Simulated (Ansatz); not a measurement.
## What DFT gives for CsCu2Br3

```xyz
12
Lattice="4.9233 5.9581 0.0504 4.9478 -5.9776 0.0725 -0.0723 0.0104 -5.6101" Properties=species:S:1:pos:R:3 pbc="T T T"
Cs    4.8667    2.1443   -4.1229
Cs    4.9127   -2.1497   -1.2120
Cu    8.2067    0.0039   -5.4851
Cu    1.4995    0.0348   -2.7823
Cu    1.5216   -0.0404   -0.0646
Cu    8.3086    0.0421   -2.7467
Br    4.8433   -4.5673   -4.1979
Br    4.9656    4.5665   -1.2845
Br    7.0364   -1.4413   -4.0576
Br    2.8021    1.3793   -1.4414
Br    7.0011    1.4363   -1.3451
Br    2.7502   -1.4279   -4.2318
```

Method: m-r2SCAN, no spin polarisation; PAW, plane waves to 500 eV, 3×3×3 (shifted by 0.5, 0.5, 0.5 steps) mesh, fermi-dirac occupations (width 0.1114 eV) (Ansatz 0.2.0), atoms fixed.

(1) What is the formation energy?

(2) Give the Bader charges.

(3) Metal or insulator? Give the gap.

(4) Describe some of the short contacts.

Origin: a strained cell with displaced atoms, so it need not be a known compound. Caveats: an odd or shifted mesh can miss the band edges, so this level's true gap may be smaller; m-r2SCAN is r2SCAN with a changed spin dependence that lowers moments.

Results:

(1) -0.92 eV an atom against the elements' usual phases (free molecules for gases, crystals otherwise, with no correction for O₂ or N₂), so it is bound against them; other compounds may still compete. Relaxing would lower it.

(2) Bader charges in e: Cs +0.85, Cu +0.50, Br -0.64 to -0.58. In the mean Cs gives up most and Br takes most.

(3) The gap on the k mesh is 2.93 eV; the mesh may miss the band edges, so the true gap of this level can be smaller.

(4) Cu–Br at 2.30 Å: least valence density 0.52 e/Å³ and ELF 0.22 there. Cu–Cu at 2.72 Å: least valence density 0.20 e/Å³ and ELF 0.15 there. Cs–Br at 3.40 Å: least valence density 0.10 e/Å³ and ELF 0.06 there, a closed-shell (ionic or weak) contact. Both are smooth PAW fields, read partly inside the augmentation spheres.
